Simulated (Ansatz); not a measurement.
## AlNi (Pm-3m), work and stress of cleavage

The calculation used DFT PBEsol, scalar-relativistic, plane waves, PAW (Ansatz 0.2.0). The runs took a 420 eV cutoff, a Γ-centred 20×20×7 mesh and Gaussian smearing (0.15 eV). No spin polarisation. A magnetic state may lie lower. Energies are free energies at this smearing, counted from the undisturbed cell; pressure is positive in compression.

The starting cell (relaxed at this level; it needn't be the usual structure):

```yaml
crystal:
  lattice:
    - [0.00000, -2.86217, 0.00000]
    - [0.00000, 0.00000, -2.86217]
    - [8.58650, 0.00000, 0.00000]
  atoms:
    - { symbol: Al, position: [0.00000, 0.00000, 0.24998] }
    - { symbol: Al, position: [0.00000, 0.00000, 0.58332] }
    - { symbol: Al, position: [0.00000, 0.00000, 0.91665] }
    - { symbol: Ni, position: [0.50000, 0.50000, 0.08332] }
    - { symbol: Ni, position: [0.50000, 0.50000, 0.41665] }
    - { symbol: Ni, position: [0.50000, 0.50000, 0.74998] }
```

The cut lies on the cell's a–b face, a (1 0 0) plane (indices in the standard cell, whose axes needn't be the Cartesian ones shown) of area 8.19 Å², between layers 1.43 Å apart. Vector c is lengthened by d along the normal with the atoms' Cartesian places fixed: one unrelaxed cut a cell. The traction is positive where the two halves pull on each other.

```csv
d (Å),energy (J/m²),traction (GPa)
-0.30,0.66,-50.9
-0.15,0.14,-20.3
0.00,0.00,0.0
0.25,0.27,18.9
0.50,0.86,27.1
0.75,1.57,29.0
1.00,2.28,27.5
1.50,3.49,20.6
2.00,4.34,13.5
3.00,5.15,4.0
4.50,5.38,0.3
6.00,5.40,0.0
```

Task: What are the work of separation and the cleavage stress, and do they fit the universal binding curve?

Result: The energy levels off near W ≈ 5.40 J/m² (the traction is down to 0.0 GPa), the energy of the two unrelaxed faces, 2.70 J/m² each on average. The largest sampled traction is 29.0 GPa at d = 0.75 Å, and a parabola through it and its two neighbours peaks at σ_max ≈ 29.0 GPa, d ≈ 0.77 Å. The curve E = W[1 − (1 + d/ℓ)exp(−d/ℓ)] peaks in traction at d = ℓ with σ_max = W/(eℓ); with 1 J/m² per Å = 10 GPa this W and σ_max give ℓ = 0.69 Å. A parabola through that curve at the same three d peaks at 0.71 Å, against 0.77 Å here, a fair fit. Real crystals break at far lower stress, because cracks concentrate it, and on the plane of lowest W, which needn't be this one.

The cut is rigid; relaxing the faces lowers these energies and usually the stresses.

In a metal these slopes depend on the k mesh and the smearing.

Cost: 12 runs of about 10 core-minutes in all, on Intel Xeon Platinum 8375C (Ice Lake) (shared hosts).